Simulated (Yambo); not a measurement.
# Excitons in BN

```
BN
1.0
    2.51243     0.00000     0.00000
   -1.25621     2.17583     0.00000
    0.00000     0.00000     7.70726
B N
2 2
Direct
  0.33333   0.66667   0.25000
  0.66667   0.33333   0.75000
  0.33333   0.66667   0.75000
  0.66667   0.33333   0.25000
```

The geometry is that of Materials Project entry mp-984, symmetrised and not relaxed again.

BSE in Yambo on PBEsol (pw.x of Quantum ESPRESSO, ONCV potentials, without SOC) bands: 12×12×4 mesh, 5 valence and 3 conduction bands, static screening with 22 bands and a 4 Ry block, scissor 1.89 eV, Tamm-Dancoff; field along x.

| state | energy (eV) | states within 2 meV | relative strength | class | main transitions |
|---|---|---|---|---|---|
| 1 | 5.44 | 2 | < 0.01 | dark | several band pairs |
| 2 | 5.45 | 2 | 1.00 | strong | several band pairs |
| 3 | 6.03 | 1 | < 0.01 | dark | several band pairs |
| 4 | 6.04 | 3 | < 0.01 | dark | several band pairs |
| 5 | 6.05 | 1 | < 0.01 | dark | several band pairs |
| 6 | 6.05 | 1 | < 0.01 | dark | several band pairs |
| 7 | 6.06 | 1 | < 0.01 | dark | several band pairs |
| 8 | 6.07 | 2 | < 0.01 | dark | VB → CB (62 %) |
| 9 | 6.07 | 1 | < 0.01 | dark | several band pairs |
| 10 | 6.12 | 2 | 0.26 | strong | several band pairs |

These are vertical excitations (zero momentum); the indirect quasiparticle gap, about 5.76 eV, is smaller than the direct one (6.51 eV on the GW mesh). The direct quasiparticle gap on this mesh is 6.51 eV; counted from there, state 1 is bound by 1.07 eV. Convergence with the mesh was not shown.

Spin singlets only. Strengths are relative to the strongest of the lowest states of this run; strong means a line over 3 % of the spectrum's maximum, dark under 0.03 %. Absolute energies carry the error of the G0W0 scissor, whose convergence isn't established; the long-wavelength screening was taken along (1,1,1) although the crystal is anisotropic.

The distance between layers or molecules is the database entry's, not relaxed here. Functionals without dispersion can leave it too large, which widens gaps and weakens the response across layers: the numbers belong to this cell.
